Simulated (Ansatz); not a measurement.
SiSe$_{2}$ (SiS2 type, space group Ibam)

```yaml
crystal:
  lattice:
    - [-3.15068, 4.65079, 2.92779]
    - [3.15068, -4.65079, 2.92779]
    - [3.15068, 4.65079, -2.92779]
  atoms:
    - { symbol: Se, position: [0.87171, 0.79484, 0.66655] }
    - { symbol: Se, position: [0.37171, 0.70516, 0.07686] }
    - { symbol: Se, position: [0.62829, 0.29484, 0.92314] }
    - { symbol: Se, position: [0.12829, 0.20516, 0.33345] }
    - { symbol: Si, position: [0.75000, 0.75000, 0.00000] }
    - { symbol: Si, position: [0.25000, 0.25000, 0.00000] }
```

The slice is a (010) plane (indices of the conventional cell) through the point (0.250, 0.250, 0.000) (fractional), spanned by u = [110] and v = [011] in vectors of this cell: u (5.86 Å) and v (6.30 Å, at 90° to u). It covers one period; positions are fractions (u, v).

All values below come from PBEsol (plane waves to 420 eV, PAW, scalar-relativistic; Ansatz, a first-principles code). k mesh 8×8×8. Near the nuclei the fields are pseudised (PAW); where an atom keeps semicore shells as valence, they peak there. SiSe2 was relaxed with its symmetry unable to fall.

Three fields on this plane, each scaled to ten steps between its own extremes (0 low, 9 high; the total valence density on a logarithmic scale, the potential cut 8 eV below its top; x marks points blanked near nuclei; v = 0 in the bottom row):

Map A
```
|xxxx0110xxxxxxx0110xxx|
|xxxx0220xxxxxxx0220xxx|
|xxx012210xxxxx012210xx|
|0001222210000012222100|
|3344322344333443223443|
|6665433456666654334566|
|8877655677888776556778|
|8888877888888888778888|
|9999988999999999889999|
|9999999999999999999999|
|9999999999999999999999|
|9999999999999999999999|
|9999999999999999999999|
|9999999999999999999999|
|9999988999999999889999|
|8888877888888888778888|
|8877655677888776556778|
|6665433456666654334566|
|3344322344333443223443|
|0001222210000012222100|
|xxx012210xxxxx012210xx|
|xxxx0220xxxxxxx0220xxx|
|xxxx0110xxxxxxx0110xxx|
|xxxx0110xxxxxxx0110xxx|
```

Map B
```
|xxxx5335xxxxxxx5335xxx|
|xxxx6556xxxxxxx6556xxx|
|xxx976679xxxxx976679xx|
|6788877888767888778887|
|4568888886545688888865|
|2357999975323579999753|
|1147999974111479999741|
|0136999963101369999631|
|0025788752000257887520|
|0002344320000023443200|
|0000000000000000000000|
|0000000000000000000000|
|0000000000000000000000|
|0002344320000023443200|
|0025788752000257887520|
|0136999963101369999631|
|1147999974111479999741|
|2357999975323579999753|
|4568888886545688888865|
|6788877888767888778887|
|xxx976679xxxxx976679xx|
|xxxx6556xxxxxxx6556xxx|
|xxxx5335xxxxxxx5335xxx|
|xxxx5335xxxxxxx5335xxx|
```

Map C
```
|xxxx0000xxxxxxx0000xxx|
|xxxx0000xxxxxxx0000xxx|
|xxx122221xxxxx122221xx|
|0013455431000134554310|
|0024688642000246886420|
|0024799742000247997420|
|0024688642000246886420|
|0013455431000134554310|
|0001233210000012332100|
|0000111100000001111000|
|0000000000000000000000|
|0000000000000000000000|
|0000000000000000000000|
|0000111100000001111000|
|0001233210000012332100|
|0013455431000134554310|
|0024688642000246886420|
|0024799742000247997420|
|0024688642000246886420|
|0013455431000134554310|
|xxx122221xxxxx122221xx|
|xxxx0000xxxxxxx0000xxx|
|xxxx0000xxxxxxx0000xxx|
|xxxx0000xxxxxxx0000xxx|
```

Question: Assign the maps to these fields: density of the highest valence band (whole band, smooth part); electron localisation function (ELF); electrostatic potential energy of an electron, from the cell's mean.

Answer: A is the electrostatic potential energy of an electron, from the cell's mean; B is the electron localisation function (ELF); C is the density of the highest valence band (whole band, smooth part).
